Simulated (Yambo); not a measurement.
G0W0@LDA for K₂PdC₂ (space group P-3m1, No. 164) in Yambo. Reference settings: 3×3×2 Γ-centred k mesh, bands 5 to 220 and a 8 Ry block in the screening, 220 bands in G with the Bruneval-Gonze terminator, plasmon pole fitted at 27.2 eV. The LDA gap A → (0, 0.333, -0.5) on this mesh is 1.68 eV; G0W0 gaps are taken between the same points.

With and without the terminator, as bands are cut:

```csv
bands in G (in W),"gap, terminator (eV)","gap, none (eV)","valence shift, terminator (eV)","valence shift, none (eV)"
51 (51),2.910,2.809,-0.235,0.129
81 (81),2.811,2.685,-0.365,-0.048
121 (121),2.790,2.651,-0.470,-0.187
169 (169),2.787,2.663,-0.538,-0.310
220 (220),2.789,2.689,-0.577,-0.398
```

Over this range the gap spans 0.123 eV with the terminator and 0.158 eV without, the valence shift 0.342 eV and 0.527 eV. Neither column has reached its limit for certain.

Spin-orbit coupling is not included.

Geometry of the Materials Project entry, not relaxed at this level; primitive cell a = b = 5.1182 Å, c = 5.2581 Å, α = β = 90.00°, γ = 120.00°.

The structure is a Materials Project entry; no match was found in the copy of COD used, and its stability was not checked.

A shift is the quasiparticle energy of the state minus its LDA energy.
